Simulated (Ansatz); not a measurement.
ScB2 (MoSi2 or CaC2 type, I4/mmm) at seven volumes, the program Ansatz at the PBEsol level (PAW), shape and atoms relaxed at each. One row is withheld.

| V (Å³/atom) | P (GPa) |
|---|---|
| 9.176 | ? |
| 9.479 | 10.42 |
| 9.781 | 4.81 |
| 10.084 | 0.00 |
| 10.386 | -4.22 |
| 10.689 | -7.80 |
| 10.991 | -10.91 |

Task: Fit the shown pressures and predict the withheld one.

Result: Third-order Birch–Murnaghan: P = (3/2)B₀(x^(7/2) − x^(5/2))[1 + (3/4)(B′ − 4)(x − 1)] with x = (V₀/V)^(2/3). Least squares on the six rows gives V₀ = 10.082 Å³/atom, B₀ = 149.7 GPa, B′ = 3.91. At V = 9.176, x = 1.0648 and P = 16.95 GPa. The run itself gave 16.84 GPa.

A made-up cell: these elements were put on the sites of a structure type; neither database checked (COD, Materials Project) lists it. COD files the formula under space group No. 191. Its standing as an ambient phase is unchecked. Symmetry was held in the PBEsol relaxation. At this level the phase is dynamically unstable (imaginary phonons). No spin polarisation was allowed.

Potentials: the earlier of the program's two PAW sets. The files were generated under PBE; for other functionals the program regenerates the frozen cores, and for LDA and PBEsol the local potential too.
